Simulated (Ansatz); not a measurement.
This run works on a generated trial structure, not on a known crystal.

Input and command of a plane-wave DFT calculation in Ansatz:

```yaml
crystal:
  lattice:
    - [-1.7189944529, 1.7189944529, 6.6698075304]
    - [1.7189944529, -1.7189944529, 6.6698075304]
    - [1.7189944529, 1.7189944529, -6.6698075304]
  atoms:
    - { symbol: Hf, position: [0.6114774853, 0.6114774853, 0.0] }
    - { symbol: Si, position: [0.0123280474, 0.0123280474, 0.0] }
    - { symbol: Si, position: [0.8206988661, 0.8206988661, 0.0] }
    - { symbol: Si, position: [0.4231118072, 0.4231118072, 0.0] }
    - { symbol: W, position: [0.244393434, 0.244393434, 0.0] }
basis:
  ecutwfc: 500
kpoints:
  mp_grid: { grid: [12, 12, 12] }
hamiltonian:
  xc: r2scan
scf:
  occupations: { method: gaussian, width: 0.1 }
output:
  forces: true
  stress: true
  eigenvalues: true
```

```bash
ansatz run input.yaml --threads 1 --pin off --max-ram 2560MiB --backend cpu --events-out ev --progress --plain --runs-dir out
```

Processor: Intel(R) Xeon(R) Platinum 8259CL CPU @ 2.50GHz (Skylake/Cascade Lake), 1 thread, on a host shared with other jobs.

Q: Estimate time, memory and problem size.

A: About 91 s, peak memory 0.81 GiB. It solves 32 bands at 163 k points (after reduction by symmetry) with about 1981 plane waves, in 9 SCF iterations.
